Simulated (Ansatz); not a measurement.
BeTe (zinc blende, F-43m), the program Ansatz at the r²SCAN level (PAW). The conduction-band minimum lies at X, with 3 equivalent valleys. Second derivatives d²E/dk² of the lowest band at one valley (eV·Å²), along Cartesian directions:

```json
[
 {"direction": "[100]", "d²E/dk²": "3.702"},
 {"direction": "[010]", "d²E/dk²": "30.34"},
 {"direction": "[001]", "d²E/dk²": "30.34"},
 {"direction": "[110]", "d²E/dk²": "17.02"},
 {"direction": "[101]", "d²E/dk²": "17.02"},
 {"direction": "[011]", "d²E/dk²": "30.24"}
]
```

Question: Find the principal effective masses, the density-of-states mass and the conductivity mass.

Answer: Off-diagonal terms follow from H_xy = H[110] − (H_xx + H_yy)/2, and m*/mₑ = 7.620 eV·Å² over each eigenvalue: 0.25, 0.25, 2.1. One valley's DOS mass (m₁m₂m₃)^(1/3) = 0.51, conductivity mass 3/(Σ 1/mᵢ) = 0.36 mₑ.

Question: What effective density of states Nc follows at 300 K for parabolic valleys?

Answer: Nc = 2.509e19 × 3 × (0.51)^(3/2) ≈ 2.7e19 cm⁻³.

Question: With the computed static dielectric constant 8.17 (mean of the diagonal), estimate a hydrogenic donor's binding energy and radius.

Answer: E = 13.606 eV × 0.36/8.17² ≈ 73 meV; a = 0.529 Å × ε/m* ≈ 12 Å. Semilocal masses tend to be too small when the gap is underestimated.

Question: With ε∞ = 6.88 and ω_LO = 496 cm⁻¹, what Fröhlich coupling constant follows?

Answer: α = (1/ε∞ − 1/ε0) √(m* × 13.606 eV/ħω_LO) = 0.21.

Symmetry was held in the r²SCAN relaxation. Scalar-relativistic: spin–orbit coupling is off unless named, which matters more the heavier the elements.

Potentials: the earlier of the program's two PAW sets. The files were generated under PBE; for other functionals the program regenerates the frozen cores, and for LDA and PBEsol the local potential too.
